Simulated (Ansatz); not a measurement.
Bi (A7 (α-As type), space group No. 166) under volume change, LDA (plane waves, PAW; program Ansatz), shape and atoms relaxed at each volume.

```csv
V (Å³/atom),E − E(relaxed) (meV/atom),P (GPa)
30.498,44.5,5.28
31.503,18.3,3.15
32.509,4.2,1.41
33.514,0.0,0.00
34.519,___,___
35.525,___,___
36.530,28.3,-2.65
```

Task: Complete the blanks.

Result: 
- 34.519, E − E(relaxed) (meV/atom): 3.7
- 34.519, P (GPa): -1.13
- 35.525, E − E(relaxed) (meV/atom): 13.6
- 35.525, P (GPa): -2.00

Task: What does a third-order Birch–Murnaghan fit give for V₀, B₀ and B′?

Result: V₀ = 33.51 Å³/atom, B₀ = 41.3 GPa, B′ = 6.6.

Space group R-3m (A7 (α-As type)). Symmetry was held in the LDA relaxation; of distortions, only those at the zone centre were tested. Spin–orbit coupling is left out wherever it is not named.

Potentials: the earlier of the program's two PAW sets.
